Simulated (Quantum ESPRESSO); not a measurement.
# Band energies of SrMgH₄

```xyz
12
Lattice="1.9790 -6.7378 0.0000 1.9790 6.7378 0.0000 0.0000 0.0000 5.5762" Properties=species:S:1:pos:R:3 pbc="T T T"
H      1.9790     2.2374     0.0817
H      1.9790    -2.2374     2.8699
H      1.9790     2.7019     2.7417
H      1.9790    -2.7019     5.5298
H      1.9790     5.7403     4.5859
H      1.9790    -5.7403     1.7978
H      1.9790    -0.5202     0.7444
H      1.9790     0.5202     3.5325
Mg     1.9790     1.1452     1.6250
Mg     1.9790    -1.1452     4.4131
Sr     1.9790     4.7022     1.3682
Sr     1.9790    -4.7022     4.1563
```

LDA (pw.x of Quantum ESPRESSO, ONCV potentials, scalar-relativistic); path ΓXSRAZΓYX1A1TY,ZT; energies in eV from the valence-band maximum.

```csv
k (1/Å),point,band 20,band 21,band 22,band 23,band 24,band 25,band 26,band 27
0.00,Γ,-2.75,-1.86,-1.26,-1.11,-0.57,3.14,3.19,4.24
0.22,,-2.72,-1.84,-1.37,-1.30,-0.80,2.76,3.31,3.92
0.65,,-2.68,-2.37,-2.19,-1.74,-1.36,2.56,3.42,3.49
0.86,X,-2.62,-2.27,-2.00,-1.94,-1.13,2.74,2.75,3.53
0.86,S,-2.68,-2.55,-2.02,-1.93,-1.22,2.64,3.08,3.58
1.05,,-2.65,-2.51,-2.26,-1.72,-1.23,2.83,2.98,3.67
1.43,R,-2.81,-2.55,-2.55,-1.39,-1.39,3.34,3.34,3.91
1.43,A,-2.81,-2.63,-2.63,-1.30,-1.30,3.15,3.15,4.13
1.77,,-2.45,-2.22,-2.22,-1.57,-1.57,3.26,3.26,4.22
1.94,,-2.54,-2.20,-2.20,-1.09,-1.09,3.51,3.51,4.18
2.29,Z,-2.84,-2.22,-2.22,-0.25,-0.25,3.79,3.79,3.99
2.66,,-2.81,-1.75,-1.47,-1.06,-0.38,2.97,3.83,4.12
2.85,Γ,-2.75,-1.86,-1.26,-1.11,-0.57,3.14,3.19,4.24
3.32,Y,-1.99,-1.95,-1.85,-1.32,0.00,3.28,3.63,3.82
3.50,,-2.02,-1.95,-1.85,-1.44,-0.15,2.84,3.60,3.88
3.86,,-2.57,-2.04,-2.00,-1.79,-0.85,2.48,2.92,3.55
4.04,X1,-2.62,-2.27,-2.00,-1.94,-1.13,2.74,2.75,3.53
4.23,,-2.67,-2.32,-2.27,-1.68,-1.14,2.71,2.90,3.76
4.42,,-2.72,-2.50,-2.50,-1.45,-1.20,2.79,3.26,4.15
4.61,A1,-2.81,-2.63,-2.63,-1.30,-1.30,3.15,3.15,4.13
4.75,,-2.98,-2.40,-2.40,-1.15,-1.15,3.24,3.24,4.05
4.90,,-3.27,-1.93,-1.93,-1.00,-1.00,3.22,3.22,4.18
5.19,,-3.73,-1.24,-1.24,-0.71,-0.71,3.62,3.62,4.01
5.33,T,-3.79,-1.17,-1.17,-0.63,-0.63,3.76,3.76,4.31
5.47,,-3.29,-1.45,-0.98,-0.72,-0.56,3.45,3.73,4.24
5.61,,-2.73,-1.68,-1.17,-0.91,-0.32,3.30,3.52,4.10
5.89,Y,-1.99,-1.95,-1.85,-1.32,0.00,3.28,3.63,3.82
5.89,Z,-2.84,-2.22,-2.22,-0.25,-0.25,3.79,3.79,3.99
6.13,,-3.39,-1.65,-1.65,-0.38,-0.38,3.70,3.70,4.12
6.36,T,-3.79,-1.17,-1.17,-0.63,-0.63,3.76,3.76,4.31
```

The LDA gap is indirect, 2.39 eV, from Y to 50 % of the way from Γ to X; the smallest direct gap is 2.99 eV.

Geometry of the Materials Project entry, not relaxed at this level.

The structure is a Materials Project entry; no match was found in the copy of COD used, and its stability was not checked.

Letters of k points follow the standard setting of the lattice, whose axes may be ordered differently from the printed cell.
